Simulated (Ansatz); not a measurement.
Total density of states per atom from the program Ansatz at the PBE level (PAW), in 0.25 eV bins, energy from the Fermi level:

(E (eV), states/eV/atom): (-7.85, 0.39); (-7.60, 0.28); (-7.35, 0.08); (-7.10, 0.10); (-6.85, 0.27); (-6.60, 0.36); (-6.35, 0.45); (-6.10, 0.63); (-5.85, 0.46); (-5.60, 0.33); (-5.35, 0.26); (-5.10, 0.21); (-4.85, 0.18); (-4.60, 0.15); (-4.35, 0.12); (-4.10, 0.10); (-3.85, 0.08); (-3.60, 0.07); (-3.35, 0.06); (-3.10, 0.26); (-2.85, 0.93); (-2.60, 0.75); (-2.35, 0.84); (-2.10, 1.03); (-1.85, 0.95); (-1.60, 0.89); (-1.35, 0.82); (-1.10, 0.75); (-0.85, 0.45); (-0.60, 0.28); (-0.35, 0.16); (-0.10, 0.08); (0.15, 0.05); (0.40, 0.13); (0.65, 0.21); (0.90, 0.41); (1.15, 0.80); (1.40, 1.24); (1.65, 0.70); (1.90, 0.68); (2.15, 0.57); (2.40, 0.54); (2.65, 0.57); (2.90, 0.84); (3.15, 1.07); (3.40, 0.73); (3.65, 0.59); (3.90, 0.97); (4.15, 0.99); (4.40, 0.88); (4.65, 0.65); (4.90, 0.72)

Which of these materials gives this?
A. Li2O, anti-fluorite
B. GeS2, R-3m (Ge on 3a, S on 6c)
C. Sn, diamond
D. Ti, simple cubic

C, Sn, diamond. Within 0.5 eV of the Fermi level: Sn 5p 83 %, Sn 5s 16 %. Projections are on Löwdin-orthogonalised atomic valence shells; empty p or d shells of many metals are not among them.

Space group Fd-3m (diamond). This is a known low-temperature phase of the composition, computed here at zero pressure and temperature. The PBE relaxation kept the symmetry of its start; phonons on a q-mesh show no instability. The volume moved by 30 % from the start of the relaxation. Scalar-relativistic: spin–orbit coupling is off unless named, which matters more the heavier the elements.

Potentials: the later of the program's two PAW sets.
